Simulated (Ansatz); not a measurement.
Theory: DFT PBE, scalar-relativistic, plane waves, PAW in Ansatz 0.2.0. Cutoff 420 eV, Γ-centred 12×12×4 mesh (6-atom cell), Gaussian smearing of 0.10 eV, no spin polarisation.

The zero of energy is the elements' standard structures at the same level; no fitted shifts are applied.

Question: Suggest a trial structure for a trigonal metal made of Mo, Se and Ti, with a formation energy near −0.88 eV/atom and about 24 Å³ per atom, in a cell of 6 atoms. Its symmetry should be P3m1 (No. 156).

Answer: TiMoSe4, space group P3m1 (No. 156). Ti has 6 Se at 2.54 Å; Mo has 6 Se at 2.56 Å; around Se on its first site lie 3 Ti at 2.54 Å; Se on its second site has 3 Ti at 2.54 Å; 2 more sites not described.

```
Ti Mo Se
1.0
     3.40746    0.00000    0.00000
    -1.70373    2.95095    0.00000
     0.00000    0.00000   14.53017
Ti Mo Se
1 1 4
Direct
  0.00000 0.00000 0.00104
  0.33333 0.66667 0.49897
  0.33333 0.66667 0.11157
  0.66667 0.33333 0.89049
  0.00000 0.00000 0.38613
  0.00000 0.00000 0.61181
```

The volume per atom is 24.4 Å³, the density is 5.2 g/cm³ and the energy over the elements is −0.88 eV/atom. The gap on the 12×12×4 mesh of the 6-atom cell is 0 eV (a metal).

The cell was found from a proposed guess, not taken from experiment. Other answers may fit too; this one was computed.

No dispersion correction is applied, so the spacing and binding between layers, chains or molecules are poorly described. The reference form of Se is held partly by dispersion forces, which this level lacks. A structure relaxed within its symmetry needn't be a true minimum.
